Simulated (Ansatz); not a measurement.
InSe:
```yaml
crystal:
  lattice:
    - [4.02706, 0.00000, 0.00000]
    - [-2.01353, 3.48754, 0.00000]
    - [0.00000, 0.00000, 17.05947]
  atoms:
    - { symbol: In, position: [0.33333, 0.66667, 0.16824] }
    - { symbol: In, position: [0.66667, 0.33333, 0.66824] }
    - { symbol: In, position: [0.66667, 0.33333, 0.83176] }
    - { symbol: In, position: [0.33333, 0.66667, 0.33176] }
    - { symbol: Se, position: [0.33333, 0.66667, 0.59426] }
    - { symbol: Se, position: [0.66667, 0.33333, 0.09426] }
    - { symbol: Se, position: [0.66667, 0.33333, 0.40574] }
    - { symbol: Se, position: [0.33333, 0.66667, 0.90574] }
```

Relaxed with r²SCAN+D4. Special points in fractions of this cell's reciprocal vectors: Γ (0.000, 0.000, 0.000); M (0.500, 0.000, 0.000); K (0.333, 0.333, 0.000); A (0.000, 0.000, 0.500); L (0.500, 0.000, 0.500); H (0.333, 0.333, 0.500).

Task: List the band energies nearest the valence-band maximum at these points for the program Ansatz at the r²SCAN+D4 with spin–orbit coupling level (PAW).

Result: In eV from the valence-band maximum; about four levels below and three above (degenerate sets whole), none deeper than 8.9 eV; points with the same levels are listed once.

```json
[
 {"k": "Γ", "below": "-1.06 -1.06 0.00 0.00", "above": "0.86 0.86 1.95 1.95"},
 {"k": "M", "below": "-1.94 -1.94 -1.42 -1.42", "above": "1.56 1.56 1.60 1.60"},
 {"k": "K", "below": "-1.82 -1.82 -1.72 -1.72", "above": "1.83 1.83 2.32 2.32"},
 {"k": "A", "below": "-0.75 -0.75 -0.75 -0.75", "above": "1.52 1.52 1.52 1.52"},
 {"k": "L", "below": "-1.69 -1.69 -1.69 -1.69", "above": "1.79 1.79 1.79 1.79"},
 {"k": "H", "below": "-1.70 -1.70 -1.61 -1.61", "above": "2.03 2.03 2.06 2.06"}
]
```

Space group P6_3/mmc. The r²SCAN+D4 relaxation kept the symmetry of its start.

Potentials: the later of the program's two PAW sets.
